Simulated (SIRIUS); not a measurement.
Consider a self-consistent single point of TiSi (Pnma, 8 atoms in the cell; from Materials Project mp-7092, changed as shown).

```yaml
crystal:
  lattice:
    - [6.64248, 0.00000, 0.00000]
    - [0.00000, 3.63174, 0.00000]
    - [0.00000, 0.00000, 4.99348]
  atoms:
    - { symbol: Ti, position: [0.67568, 0.25000, 0.37178] }
    - { symbol: Ti, position: [0.32432, 0.75000, 0.62822] }
    - { symbol: Ti, position: [0.82432, 0.75000, 0.87178] }
    - { symbol: Ti, position: [0.17568, 0.25000, 0.12822] }
    - { symbol: Si, position: [0.54393, 0.25000, 0.85540] }
    - { symbol: Si, position: [0.45607, 0.75000, 0.14460] }
    - { symbol: Si, position: [0.95607, 0.75000, 0.35540] }
    - { symbol: Si, position: [0.04393, 0.25000, 0.64460] }
```

All values come from this method and carry its errors: PBEsol, GBRV PBEsol ultrasoft pseudopotentials (plane waves; SIRIUS 7.12.0).

SIRIUS settings:

```
key                                                                      value
--------------------------------------  --------------------------------------
parameters.ngridk                                                        3 5 4
parameters.xc_functionals                 [XC_GGA_X_PBE_SOL, XC_GGA_C_PBE_SOL]
parameters.gk_cutoff                                              6.325 1/bohr
parameters.pw_cutoff                                             14.143 1/bohr
parameters.smearing                                                fermi_dirac
parameters.smearing_width                                        0.00183747 Ha
potentials                              GBRV PBEsol ultrasoft pseudopotentials
parameters.electronic_structure_method                         pseudopotential
parameters.num_bands                                                        38
parameters.num_mag_dims                                                      0
parameters.num_dft_iter                                                    100
parameters.energy_tol                                                 1e-07 Ha
parameters.density_tol                                                   1e-06
mixer.type                                                            anderson
mixer.beta                                                                 0.3
mixer.use_hartree                                                        false
```

Results:

- Number of valence electrons = 64
- Number of bands = 38
- Number of k-points after the program's reduction = 18
- Number of plane waves (most at a k-point) = 3493
- Number of SCF iterations = 33
- FFT grid = 60 × 36 × 45
- Free energy E − TS = -7011.2926 eV
- Fermi level (on the code's own zero) = 12.65 eV
- Pressure = -5.21 GPa
- Largest force (vector length) = 0.189 eV/Å

Forces (eV/Å):
| atom | Fx | Fy | Fz |
|---|---|---|---|
| Ti1 | 0.109 | 0.000 | 0.047 |
| Ti2 | -0.109 | 0.000 | -0.047 |
| Ti3 | -0.109 | 0.000 | 0.047 |
| Ti4 | 0.109 | 0.000 | -0.047 |
| Si5 | 0.089 | 0.000 | -0.167 |
| Si6 | -0.089 | 0.000 | 0.167 |
| Si7 | -0.089 | 0.000 | -0.167 |
| Si8 | 0.089 | 0.000 | 0.167 |

Stress (GPa, positive for compression):
```
-7.41   0.00   0.00
 0.00  -4.54   0.00
 0.00   0.00  -3.69
```

For comparison: a first run was changed to give this one (lattice vector a scaled by 1.02), and from it to this one the free energy goes up by 9.6 meV/atom, the pressure goes from -2.70 to -5.21 GPa and the largest force goes from 0.146 to 0.189 eV/Å.

The structure comes from a collection of computed structures, made at another level of theory; the collection holds predicted forms beside known ones. No clean gap shows at this smearing width and mesh (spacing up to 0.35 Å⁻¹); the mesh is coarse for partly filled bands, so the values carry mesh errors.

Cost on one core: roughly 70 core-seconds.
